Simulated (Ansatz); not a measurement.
A geometry of ZnInGaO₄ away from equilibrium: step 3 of the relaxation of a relaxed ZnInGaO4 cell shaken by Gaussian noise of σ = 0.08 Å a coordinate. Method: r2SCAN (plane waves to 500 eV, PAW, scalar-relativistic; Ansatz, a first-principles code). Γ-centred k-mesh 8×8×8 on the run's cell (coarser than for final values), Fermi–Dirac smearing 0.05 eV.

```xyz
7
Lattice="1.6565 0.9529 8.6556 -1.6507 0.9538 8.6544 0.0037 -1.9001 8.6543" Properties=species:S:1:pos:R:3:forces:R:3 pbc="T T T" free_energy=-15004.862 pressure_GPa=0.0
In    -0.0231     0.0138    25.8462    0.0116   -0.0095   -0.5329
Ga    -0.0313     0.0044     5.4759    0.0182    0.0029    0.8836
Zn    -0.0237     0.0085    20.2348   -0.0030   -0.0140   -0.2423
O     -0.0312     0.0048     3.5392    0.0038    0.0233   -0.3718
O     -0.0234     0.0063    22.8571   -0.0131   -0.0028   -0.5645
O     -0.0289     0.0094     7.4630   -0.0071    0.0033   -0.0319
O     -0.0247     0.0099    18.2349   -0.0105   -0.0032    0.8599
```

Positions in Å, forces in eV/Å, free energy of the cell in eV (comparable only within this code, potentials and settings). Largest force: 0.88 eV/Å, on Ga2 (atoms numbered as listed); the geometry lies 0.01 eV/atom above the end of its relaxation.

No spin polarisation in the result.
